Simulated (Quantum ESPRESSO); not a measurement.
# Ca2MgZnO4: input and log of a self-consistent run

Simulated, not a measurement. The program is pw.x of Quantum ESPRESSO 7.5 (plane-wave density functional theory). The cell is made up: 8 atoms on a rocksalt lattice, with randomly drawn elements, strain and displacements, not relaxed. PseudoDojo standard norm-conserving files (v0.5 for PBE, v0.4.1 for LDA and PBEsol) set the functional; there is no spin polarisation, spin-orbit coupling or dispersion term, and the masses in the input are unused placeholders.

Input:

```
&control calculation='scf', pseudo_dir='./dojo.nc.sr.pbe.v0_5.standard.upf', outdir='./o', disk_io='low', tprnfor=.true., tstress=.true. /
&system ibrav=0, nat=8, ntyp=4, nbnd=43, ecutwfc=84.00895049, nosym=.true., tot_charge=0,
 occupations='smearing', smearing='fd', degauss=0.0018374661
/
&electrons conv_thr=7.350e-09, electron_maxstep=60, /
ATOMIC_SPECIES
Ca 1.0 Ca.upf
Mg 1.0 Mg.upf
O 1.0 O.upf
Zn 1.0 Zn.upf
CELL_PARAMETERS angstrom
4.6403 0.0 0.0
0.0 4.6403 0.0
0.0 0.0 4.6403
ATOMIC_POSITIONS angstrom
Ca -0.2189 0.065 0.0061
Mg -0.1903 2.2604 2.3269
Ca 2.1792 0.1159 2.3936
Zn 2.2156 2.3244 -0.0684
O 2.4255 0.0705 0.0491
O 2.304 2.2963 2.2774
O 4.6659 -0.0262 2.3084
O 4.4897 2.1694 0.0455
K_POINTS automatic
4 4 4 1 1 1
```

The log is shortened where brackets say so; the opening notice, blank lines, dates and the lines on written files are dropped, and the path of the files is cut. It prints rydbergs, bohrs and kilobars, and counts compression as positive stress.

```
     Program PWSCF v.7.5
     Parallel version (MPI & OpenMP), running on       4 processor cores
     Number of MPI processes:                 4
     Threads/MPI process:                     1
     [start-up lines left out]
     bravais-lattice index     =            0
     lattice parameter (alat)  =       8.7689  a.u.
     unit-cell volume          =     674.2715 (a.u.)^3
     number of atoms/cell      =            8
     number of atomic types    =            4
     number of electrons       =        74.00
     number of Kohn-Sham states=           43
     kinetic-energy cutoff     =      84.0090  Ry
     charge density cutoff     =     336.0358  Ry
     scf convergence threshold =      7.3E-09
     mixing beta               =       0.7000
     number of iterations used =            8  plain     mixing
     Exchange-correlation= PBE
                           (   1   4   3   4   0   0   0)
     [axes and pseudopotential details left out]
   Cartesian axes
     site n.     atom                  positions (alat units)
         1        Ca     tau(   1) = (  -0.0471737   0.0140077   0.0013146  )
         2        Mg     tau(   2) = (  -0.0410103   0.4871237   0.5014546  )
         3        Ca     tau(   3) = (   0.4696248   0.0249768   0.5158287  )
         4        Zn     tau(   4) = (   0.4774691   0.5009159  -0.0147404  )
         5        O      tau(   5) = (   0.5227033   0.0151930   0.0105812  )
         6        O      tau(   6) = (   0.4965196   0.4948602   0.4907872  )
         7        O      tau(   7) = (   1.0055169  -0.0056462   0.4974678  )
         8        O      tau(   8) = (   0.9675452   0.4675129   0.0098054  )
     number of k points=    32  Fermi-Dirac smearing, width (Ry)=  0.0018
                       cart. coord. in units 2pi/alat
        k(    1) = (   0.1250000   0.1250000   0.1250000), wk =   0.0625000
        k(    2) = (   0.1250000   0.1250000   0.3750000), wk =   0.0625000
     [further k points left out]
     Dense  grid:    70319 G-vectors     FFT dimensions: (  54,  54,  54)
     Estimated max dynamical RAM per process >     142.82 MB
     Estimated total dynamical RAM >     519.77 MB
     Initial potential from superposition of free atoms
     starting charge      73.9892, renormalised to      74.0000
     Starting wfcs are   41 randomized atomic wfcs +    2 random wfcs
     total cpu time spent up to now is        1.8 secs
     per-process dynamical memory:   101.2 Mb
     Self-consistent Calculation
     iteration #  1     ecut=    84.01 Ry     beta= 0.70
     Davidson diagonalization with overlap
     ethr =  1.00E-02,  avg # of iterations =  6.8
     total cpu time spent up to now is        5.2 secs
     total energy              =    -823.54892486 Ry
     estimated scf accuracy    <       2.28555406 Ry
     iteration #  2     ecut=    84.01 Ry     beta= 0.70
     Davidson diagonalization with overlap
     ethr =  3.09E-03,  avg # of iterations =  4.1
     total cpu time spent up to now is        8.4 secs
     total energy              =    -823.79804533 Ry
     estimated scf accuracy    <       4.62298127 Ry
     iteration #  3     ecut=    84.01 Ry     beta= 0.70
     Davidson diagonalization with overlap
     ethr =  3.09E-03,  avg # of iterations =  3.5
     total cpu time spent up to now is       11.4 secs
     total energy              =    -824.67530547 Ry
     estimated scf accuracy    <       0.04418710 Ry
     iteration #  4     ecut=    84.01 Ry     beta= 0.70
     Davidson diagonalization with overlap
     ethr =  5.97E-05,  avg # of iterations =  8.6
     total cpu time spent up to now is       15.3 secs
     total energy              =    -824.69591646 Ry
     estimated scf accuracy    <       0.05566084 Ry
     iteration #  5     ecut=    84.01 Ry     beta= 0.70
     Davidson diagonalization with overlap
     ethr =  5.97E-05,  avg # of iterations =  2.0
     total cpu time spent up to now is       18.0 secs
     total energy              =    -824.70307849 Ry
     estimated scf accuracy    <       0.00366950 Ry
     [iterations 6 to 7 left out]
     iteration #  8     ecut=    84.01 Ry     beta= 0.70
     Davidson diagonalization with overlap
     ethr =  1.84E-07,  avg # of iterations =  2.0
     total cpu time spent up to now is       27.3 secs
     total energy              =    -824.70392974 Ry
     estimated scf accuracy    <       0.00002494 Ry
     iteration #  9     ecut=    84.01 Ry     beta= 0.70
     Davidson diagonalization with overlap
     ethr =  3.37E-08,  avg # of iterations =  2.8
     total cpu time spent up to now is       30.1 secs
     total energy              =    -824.70393352 Ry
     estimated scf accuracy    <       0.00000186 Ry
     iteration # 10     ecut=    84.01 Ry     beta= 0.70
     Davidson diagonalization with overlap
     ethr =  2.52E-09,  avg # of iterations =  4.0
     total cpu time spent up to now is       33.1 secs
     total energy              =    -824.70393423 Ry
     estimated scf accuracy    <       0.00000088 Ry
     iteration # 11     ecut=    84.01 Ry     beta= 0.70
     Davidson diagonalization with overlap
     ethr =  1.18E-09,  avg # of iterations =  2.0
     total cpu time spent up to now is       35.6 secs
     total energy              =    -824.70393432 Ry
     estimated scf accuracy    <       0.00000013 Ry
     iteration # 12     ecut=    84.01 Ry     beta= 0.70
     Davidson diagonalization with overlap
     ethr =  1.70E-10,  avg # of iterations =  3.2
     total cpu time spent up to now is       38.4 secs
     End of self-consistent calculation
     [lines on levels left out]
!    total energy              =    -824.70393434 Ry
     estimated scf accuracy    <          3.5E-09 Ry
     smearing contrib. (-TS)   =       0.00000000 Ry
     internal energy E=F+TS    =    -824.70393434 Ry
     The total energy is F=E-TS. E is the sum of the following terms:
     one-electron contribution =    -471.03650515 Ry
     hartree contribution      =     263.98742822 Ry
     xc contribution           =    -124.22453932 Ry
     ewald contribution        =    -493.43031809 Ry
     convergence has been achieved in  12 iterations
     Forces acting on atoms (cartesian axes, Ry/au):
     atom    1 type  1   force =     0.11572604   -0.07141164    0.00731106
     atom    2 type  2   force =     0.00946335    0.01618576   -0.01173102
     atom    3 type  1   force =     0.02457582   -0.05144746   -0.02279497
     atom    4 type  4   force =     0.00341938   -0.00167696    0.01478955
     atom    5 type  3   force =    -0.12273079   -0.00759200   -0.00724109
     atom    6 type  3   force =    -0.00059658    0.03308609    0.01797641
     atom    7 type  3   force =    -0.04556812    0.00325074    0.01305085
     atom    8 type  3   force =     0.01571089    0.07960547   -0.01136079
     Total force =     0.220454     Total SCF correction =     0.000119
     Computing stress (Cartesian axis) and pressure
          total   stress  (Ry/bohr**3)                   (kbar)     P=       10.97
   0.00040198   0.00004950  -0.00000059           59.13        7.28       -0.09
   0.00004950   0.00005568   0.00000394            7.28        8.19        0.58
  -0.00000059   0.00000394  -0.00023393           -0.09        0.58      -34.41
     init_run     :      1.62s CPU      1.71s WALL (       1 calls)
     electrons    :     36.22s CPU     36.58s WALL (       1 calls)
     forces       :      0.48s CPU      0.48s WALL (       1 calls)
     stress       :      1.47s CPU      1.47s WALL (       1 calls)
     [timing details left out]
     PWSCF        :     39.91s CPU     40.39s WALL
     JOB DONE.
```

In other units: free energy -11220.669 eV for the cell, pressure 1.10 GPa, largest force component 3.156 eV/Å. A rerun of the same cell at another strain at 1437 eV and a 6 x 6 x 6 mesh moved values by no more than 0.002 eV in energy, 0.05 GPa in stress and 0.006 eV/Å in force.